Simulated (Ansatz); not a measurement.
## LaVSe2O with scf.occupations.method, scf.occupations.width, crystal.symmetry changed

All numbers are calculated (PBEsol, collinear spin, no spin-orbit coupling; Ansatz, PAW set soft_2, 420 eV, k-mesh 8×8×4), not measured. These are the settings of the reference run.

Cell:

```xyz
10
Lattice="5.7533 -1.9398 0.0198 5.7533 1.9398 0.0198 0.0008 0.0000 8.2904" Properties=species:S:1:pos:R:3 pbc="T T T"
La    2.6509    0.0000    1.6648
La    8.8565    0.0000    6.6651
V     5.7533    0.0000    0.0198
V     0.0004    0.0000    4.1452
Se   10.9795    0.0000    1.6827
Se    0.5279    0.0000    6.6473
Se    7.3464    0.0000    3.8733
Se    4.1610    0.0000    4.4567
O     7.6349    0.0000    0.5184
O     3.8725    0.0000    7.8116
```

The reference run of this cell is solved again as a single point with these keys changed:

| key | reference run | changed run |
| --- | --- | --- |
| scf.occupations.method | gaussian | methfessel_paxton |
| scf.occupations.width | 0.05 | 0.15 |
| crystal.symmetry | not typed | {detect: false} |

**Question.** How does the changed run end?

**Answer.** 

```
                                    quantity  reference run  changed run
energy, changed less reference (meV an atom)              0          0.0
                              pressure (GPa)            0.0          0.0
                        largest force (eV/Å)           0.00         0.01
                        gap on the mesh (eV)           0.00         0.00
                     moment of the cell (μB)           4.03         4.02
```

The results hardly move, so these settings together matter little here. It took 25 iterations.

Caveats: a single point, atoms not relaxed again.
